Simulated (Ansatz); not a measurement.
# C: two-dimensional strain map

These are results of Ansatz 0.2.0, DFT r2SCAN, scalar-relativistic, plane waves, PAW, not measurements. Settings: plane waves to 500 eV, k-mesh 12×12×12 (Γ-centred), Gaussian smearing 0.05 eV. No spin polarisation. Energies are free energies at this smearing, counted from the undisturbed cell; pressure is positive in compression.

The undisturbed cell (relaxed at this level):

```xyz
2
Lattice="0.0000 1.7801 1.7801 1.7801 0.0000 1.7801 1.7801 1.7801 0.0000" Properties=species:S:1:pos:R:3 pbc="T T T"
C     1.7801    1.7801    1.7801
C     2.6702    2.6702    2.6702
```

The cell is strained by p along both x and y and by q along z, fractional coordinates fixed. Points are written (p, q).

Energy above the undisturbed cell in meV/atom (a dash: not computed):

```
 p \ q  -0.050  -0.025  0.000  0.025  0.050
-0.050   204.3   147.3  120.3  121.5  148.9
-0.025    94.9    47.7   28.6   35.6   67.2
 0.000    51.1    12.5    0.0   12.0   46.8
 0.025    63.6    32.5   25.7   41.8   79.1
 0.050   124.3    99.8   97.9  117.2  156.4
```

Pressure in GPa:

```
 p \ q  -0.050  -0.025  0.000  0.025  0.050
-0.050    91.5    72.7   55.7   40.6   27.1
-0.025    55.3    39.3   25.0   12.4    1.1
 0.000    25.4    12.0    0.0  -10.6  -20.0
 0.025     1.0   -10.3  -20.3  -29.1  -36.9
 0.050   -18.8   -28.2  -36.6  -43.9  -50.2
```

Gap on the k-mesh in eV:

```
 p \ q  -0.050  -0.025  0.000  0.025  0.050
-0.050    4.77    4.33   3.91   3.52   3.15
-0.025    3.90    4.57   4.16   3.77   3.41
 0.000    3.12    3.76   4.39   4.00   3.64
 0.025    2.43    3.04   3.63   4.21   3.85
 0.050    1.80    2.39   2.96   3.51   4.04
```